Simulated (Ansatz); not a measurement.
The start is a relaxed Ta cell, doubled along one cell vector, shaken by Gaussian noise of σ = 0.08 Å a coordinate. The cell and all atomic positions are relaxed at zero pressure with r2SCAN (plane waves to 500 eV, PAW, scalar-relativistic; Ansatz, an electronic-structure program). The first steps use a coarse 6×12×12 k-mesh.

Initial structure:
```yaml
crystal:
  lattice:
    - [5.45217, 0.00000, 0.00000]
    - [0.00000, 2.72608, 0.00000]
    - [0.00000, 0.00000, 2.72608]
  atoms:
    - { symbol: Ta, position: [0.25721, 0.54747, 0.53343] }
    - { symbol: Ta, position: [0.75772, 0.45923, 0.48361] }
```

Task: What is the largest force in the starting geometry, and on which atom (counted from 1)?

Result: 0.62 eV/Å, on Ta1, Ta2 (atoms numbered as listed).

Task: By how much does the energy per atom fall from start to end?

Result: 1.13 eV/atom.

Task: How does the volume per atom move from start to end?

Result: -10.9 %, from 20.26 to 18.05 Å³/atom.

Task: Is the parent structure recovered?

Result: It does not go back: it reaches Im-3m (No. 229), bcc (W type), 1.19 eV/atom below the parent.

Task: How do the shortest distances between atoms change?

Result: The closest pairs of elements (up to four, under 3.6 Å), start → end: Ta–Ta 2.73 → 2.86 Å.

Task: What band gap does the relaxed structure have at this level?

Result: No gap (metallic).

Task: What does it relax into? Give the structure.

Result: 
```cif
data_Ta2
_chemical_formula_sum 'Ta2'
_space_group_name_H-M_alt 'Im-3m'
_space_group_IT_number 229
_space_group_name_Hall '-I 4 2 3'
_cell_length_a 3.30509
_cell_length_b 3.30509
_cell_length_c 3.30509
_cell_angle_alpha 90.000
_cell_angle_beta 90.000
_cell_angle_gamma 90.000
loop_
_atom_site_label
_atom_site_type_symbol
_atom_site_symmetry_multiplicity
_atom_site_Wyckoff_symbol
_atom_site_fract_x
_atom_site_fract_y
_atom_site_fract_z
_atom_site_occupancy
Ta1 Ta 2 a 0.00000 0.00000 0.00000 1
```
(The calculation used a cell of 1 atom; values per cell refer to that cell.)

Final values are on a 20×20×20 k-mesh of the relaxed cell. No spin polarisation in the result.

The run could not lose the symmetry of its start.

Of the parent cell (Pm-3m (No. 221)): it is a generated cell of Ta: the first start was made by placing the elements on the sites of a structure type, and the end was not matched to a known phase here, so it may be hypothetical. Known forms of Ta include space group No. 229.
